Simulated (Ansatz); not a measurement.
## Will it converge? Cu

Cu is taken as a measured crystal structure (space group Fm-3m), 1 atom in the cell. Source: COD entry 9011604, which need not be the ambient phase.

```
Cu
1.0
     0.00000    1.79850    1.79850
     1.79850    0.00000    1.79850
     1.79850    1.79850    0.00000
Cu
1
Direct
  0.00000 0.00000 0.00000
```

Atoms are numbered from 1 in the order listed.

Computed with Ansatz development build ahead of 0.2.0, DFT, PBE, PAW, plane waves, scalar-relativistic.

```yaml
Plane-wave_cutoff: 420 eV
k-point_mesh: 11×11×11 (Γ-centred)
Occupations: Fermi–Dirac smearing, 0.05 eV
Spin: off
```

The starting density is a sum of atomic densities corrected by a trained network, so it is already close to self-consistency.

Default run: converged in 6 iterations, with no gap on the k-mesh. The search for lower states is off, and runs that name a mixer don't switch to direct minimisation.

Problem. Outcome with linear mixing, β 0.05, no preconditioner (limit 100 iterations)?

Solution. Converged in 49 iterations: the same free energy.

Problem. What happens with Broyden, β 0.9, history 4, no preconditioner (limit 100 iterations)?

Solution. Converged in 5 iterations: the same free energy.

Problem. What happens with Methfessel–Paxton smearing, width 0.3 eV (limit 100 iterations)?

Solution. Converged in 4 iterations: free energy shifted by +1.3 meV/atom, zero-width estimate shifted by +0.1 meV/atom.

Problem. Change to Broyden, β 0.5, preconditioner local Kerker (limit 100 iterations). Does it converge, and to what?

Solution. Converged in 7 iterations: the same free energy.

Problem. Change to Anderson, β 1.0, history 2, no preconditioner (limit 100 iterations). Does it converge, and to what?

Solution. Converged in 5 iterations: the same free energy.

Problem. Rank these settings by the iterations they needed, fewest first.
A. linear mixing, β 0.05, no preconditioner
B. Anderson, β 1.0, history 2, no preconditioner
C. Broyden, β 0.3, preconditioner Resta
D. linear mixing, β 0.1, no preconditioner
E. default SCF settings

Solution. B (5), E (6), C (7), D (25), A (49).
